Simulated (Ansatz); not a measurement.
Here is the system:

Cd$_{2}$TeSe:
```xyz
4
Lattice="4.4433 0.0000 0.0000 -2.2216 3.8480 0.0000 0.0000 0.0000 7.2715" Properties=species:S:1:pos:R:3 pbc="T T T"
Cd     2.2216     1.2827     3.5164
Cd     0.0000     0.0000     0.1087
Te     0.0000     0.0000     4.5666
Se     2.2216     1.2827     0.8833
```

This is the PBEsol-relaxed structure. Cartesian axes are those of the cell as given.

Q: All from the program Ansatz at the PBEsol level (PAW), unless another level is named. Predict the highest zone-centre frequency (without LO–TO term).

A: 175 cm⁻¹.

Q: Predict the bulk modulus (Birch–Murnaghan fit).

A: 45.4 GPa.

Q: And the elastic constants (relaxed ions, GPa)?

A: C11 = 65.2, C12 = 37.9, C13 = 32.0, C14 = 1.0, C33 = 75.3, C44 = 11.8.

Space group P3m1. The workflow started from a Materials Project entry (that database holds measured and hypothetical structures alike); the Crystallography Open Database copy checked does not list it. Whether it is the stable phase at ambient conditions was not checked. The cell was relaxed with PBEsol under the symmetry of its start; of distortions, only those at the zone centre were tested. Scalar-relativistic: spin–orbit coupling is off unless named, which matters more the heavier the elements.

Potentials: the later of the program's two PAW sets.
